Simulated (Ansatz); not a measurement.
TaAl (CsCl type, Pm-3m), the program Ansatz at the PBEsol level (PAW), all energies at zero smearing, with the estimated change up to a 700 eV cutoff added, with one set of potentials and settings (totals compare only within such a set). Cell of 2 atoms (1 Ta, 1 Al): -10330.855 eV.

```json
[
 {"element": "Ta", "reference phase": "Im-3m, 1 atoms in the cell", "E (eV/atom)": "-9806.5011"},
 {"element": "Al", "reference phase": "Fm-3m, 1 atoms in the cell", "E (eV/atom)": "-524.5507"}
]
```

Formation energy per atom, worked out: (-10330.855 − 1×(-9806.5011) − 1×(-524.5507))/2 = 0.098 eV/atom (9 kJ per mol of atoms), at 0 K, without zero-point energy or fitted corrections.

The start of the workflow was typed in or built on a structure type; neither database checked (COD, Materials Project) lists it. Its standing as an ambient phase is unchecked. The PBEsol relaxation kept the symmetry of its start. At this level the phase is mechanically unstable. The run is not spin-polarised. The references are the lowest solids computed at this level, not always the standard phases. Spin–orbit coupling is left out wherever it is not named.

Potentials: the later of the program's two PAW sets.
